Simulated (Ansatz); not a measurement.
CsH:
Space group Pm-3m (No. 221); a = b = c = 3.8140 Å, α = β = γ = 90.00°

| atom | site | symmetry | x | y | z |
|---|---|---|---|---|---|
| Cs | 1a | m-3m | 0.0000 | 0.0000 | 0.0000 |
| H | 1b | m-3m | 0.5000 | 0.5000 | 0.5000 |

Relaxed with r²SCAN.

Problem. Tabulate the valence density and the electron localisation function along the shortest Cs–H contact (3.30 Å), r²SCAN (plane waves, PAW; program Ansatz).

Solution. 

```
distance from Cs (Å)  density (e/Å³)   ELF
--------------------  --------------  ----
0.33                            0.43  0.07
0.50                            0.88  0.46
0.66                            1.14  0.78
0.83                            1.05  0.88
0.99                            0.75  0.89
1.16                            0.45  0.85
1.32                            0.24  0.70
1.49                            0.13  0.38
1.65                            0.08  0.11
1.82                            0.06  0.05
1.98                            0.06  0.11
2.15                            0.07  0.48
2.31                            0.11  0.90
2.48                            0.16  0.99
2.64                            0.26  1.00
2.81                            0.44  1.00
2.97                            0.77  1.00
```

The density is the valence pseudo-density with augmentation charge, so density and ELF within about 1 Å of a nucleus are not all-electron values.

The first step of the workflow began from a Materials Project structure, measured or hypothetical; the Crystallography Open Database copy checked does not list it. COD files the formula under space group No. 225. Whether it is the stable phase at ambient conditions was not checked. The r²SCAN relaxation kept the symmetry of its start; its stability against distortions is not shown here. Scalar-relativistic: spin–orbit coupling is off unless named, which matters more the heavier the elements.

Potentials: the later of the program's two PAW sets.
